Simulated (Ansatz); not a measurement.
# BaTiO3: comparing deformations

The calculation used DFT r2SCAN, scalar-relativistic, plane waves, PAW (Ansatz). The runs took a 500 eV cutoff, a Γ-centred 8×8×8 mesh and Gaussian smearing (0.05 eV). No spin polarisation. Energies are free energies at this smearing, counted from the undisturbed cell; pressure is positive in compression.

The starting cell (relaxed at this level; it needn't be the usual structure):

```
CELL_PARAMETERS angstrom
3.99404 0.00000 0.00000
0.00000 3.99404 0.00000
0.00000 0.00000 3.99404
ATOMIC_POSITIONS crystal
Ba 0.50000 0.50000 0.50000
Ti 0.00000 0.00000 0.00000
O 0.50000 0.00000 0.00000
O 0.00000 0.50000 0.00000
O 0.00000 0.00000 0.50000
```

The cell is strained by ε times a Voigt pattern (xx, yy, zz, yz, xz, xy; engineering shear) with fractional coordinates fixed. τ = (1/V0) dE/dε comes from the stress tensor. Of each scan, only the three points used here are listed.

| pattern | ε | τ (GPa) |
| --- | --- | --- |
| (0, 0, 0, 1, 0, 0) | -0.0050 | -0.66 |
| (0, 0, 0, 1, 0, 0) | 0.0000 | 0.00 |
| (0, 0, 0, 1, 0, 0) | 0.0050 | 0.66 |
| (0, 0, 1, 0, 0, 0) | -0.0150 | -5.11 |
| (0, 0, 1, 0, 0, 0) | 0.0000 | 0.00 |
| (0, 0, 1, 0, 0, 0) | 0.0150 | 4.38 |

Q: Which constants do the scans give, and which deformation costs least for the same size of strain tensor?

A: The slope dτ/dε at zero (parabola through three points) is pᵀCp: (0, 0, 0, 1, 0, 0) gives C44 = 133 GPa; (0, 0, 1, 0, 0, 0) gives C11 = 316 GPa. The size of the strain tensor, ε:ε, is ε² times 0.5, 1.0. Per unit of it the stiffnesses are 266, 316 GPa, so (0, 0, 0, 1, 0, 0) is the softest of these: at ε:ε = (1 %)² the quadratic term costs 1.06 meV/atom against 1.26 for the stiffest.

Symmetry holds off the tilts and polar distortions that many cubic perovskites undergo.

Cost: 18 runs of about 7.2 core-minutes in all, on AMD EPYC (Zen 3) (shared hosts).